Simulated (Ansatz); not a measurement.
Computed with Ansatz 0.2.0, DFT PBE, scalar-relativistic, plane waves, PAW. The final run on the 8-atom cell used 420 eV, a Γ-centred 6×6×6 mesh, 0.02 eV smearing and no spin polarisation.

Energies over the elements count from the elements' standard structures at the same level (Cl₂ as a molecule), with no fitted energy shifts.

**Question.** Propose a candidate for a cubic semiconductor with formula Ga₄ICl₃, with a gap near 1.2 eV, a formation energy near −0.52 eV/atom and a density near 3.92 g/cm³, in a cell of 8 atoms.

**Answer.** Ga₄ICl₃, space group Im-3m (No. 229). Around Ga lie 2 I at 3.28 Å, 6 Cl at 3.28 Å and 6 Ga at 3.78 Å; around I lie 8 Ga at 3.28 Å and 6 Cl at 3.78 Å; around Cl lie 8 Ga at 3.28 Å, 2 I at 3.78 Å and 4 Cl at 3.78 Å (long contacts).

Space group Im-3m (No. 229). a = 7.568 Å, b = 7.568 Å, c = 7.568 Å, α = 90.00°, β = 90.00°, γ = 90.00°
```csv
atom,site,symmetry,x,y,z
Ga,8c,.-3m,0.2500,0.2500,0.2500
I,2a,m-3m,0.0000,0.0000,0.0000
Cl,6b,4/mm.m,0.0000,0.0000,0.5000
```

- Volume per atom: 27.09 Å³
- Density: 3.92 g/cm³
- Energy over the elements: −0.525 eV/atom
- Gap on the 6×6×6 mesh of the 8-atom cell: 1.21 eV

The structure comes from a generated guess, relaxed at this level; another structure or a mixture of phases may lie lower. Other answers may fit too; this one was computed.

These runs have no spin–orbit coupling, which can matter for I. Kohn–Sham gaps at this level usually fall short of measured ones. The missing spin–orbit coupling can work the other way here. The reference form of I is held partly by dispersion forces, which this level lacks. Symmetry constrained the relaxation, so the result can be a saddle point.
